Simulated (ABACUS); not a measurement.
A self-consistent single point of CdS (P6_3mc, 4 atoms in the cell; from Materials Project mp-672, changed as shown).

```
CdS
1.0
    4.16884     0.00000     0.00000
   -2.08442     3.61032     0.00000
    0.00000     0.00000     6.71182
Cd S
2 2
Direct
  0.66667   0.33333   0.50022
  0.33333   0.66667   0.00022
  0.66667   0.33333   0.87678
  0.33333   0.66667   0.37678
```

Level of theory: PBE, PseudoDojo 0.5 standard norm-conserving PBE (tails mended) pseudopotentials (plane waves; ABACUS 3.10.1).

ABACUS settings:

- KPT = MP 5 5 3 0 0 0
- basis_type = pw
- ecutwfc = 102 Ry
- smearing_method = gaussian
- smearing_sigma = 0.00146997 Ry
- potentials = PseudoDojo 0.5 standard norm-conserving PBE (tails mended)
- symmetry = 1
- ks_solver = dav_subspace
- scf_nmax = 100
- scf_thr = 1.0e-09 Ry
- mixing_type = broyden
- mixing_beta = 0.7

Results:

* **Number of valence electrons**: 52
* **Number of bands**: 36
* **Number of k-points after the program's reduction**: 18
* **Number of plane waves (most at a k-point)**: 11909
* **Number of SCF iterations**: 8
* **FFT grid**: 54 × 54 × 81
* **Free energy E − TS**: -10143.5966 eV
* **Pressure**: 1.77 GPa
* **Largest force (vector length)**: 0.077 eV/Å

Forces (eV/Å):
```csv
atom,Fx,Fy,Fz
Cd1,0.000,0.000,-0.077
Cd2,0.000,0.000,-0.077
S3,0.000,0.000,0.077
S4,0.000,0.000,0.077
```

Stress (GPa, positive for compression):
```
1.42  0.00  0.00
0.00  1.42  0.00
0.00  0.00  2.47
```

For comparison: a first run was changed to give this one (lattice vector c scaled by 0.99), and from it to this one the free energy rises by 2.9 meV/atom, the pressure goes from 1.16 to 1.77 GPa and the largest force goes from 0.001 to 0.077 eV/Å.

The structure comes from a collection of computed structures, made at another level of theory; the collection holds predicted forms beside known ones.

Cost on one core: about 4 core-minutes (a rough figure).

“Tails mended”: in these copies of the files the far tail of each local potential was reset to the Coulomb form.
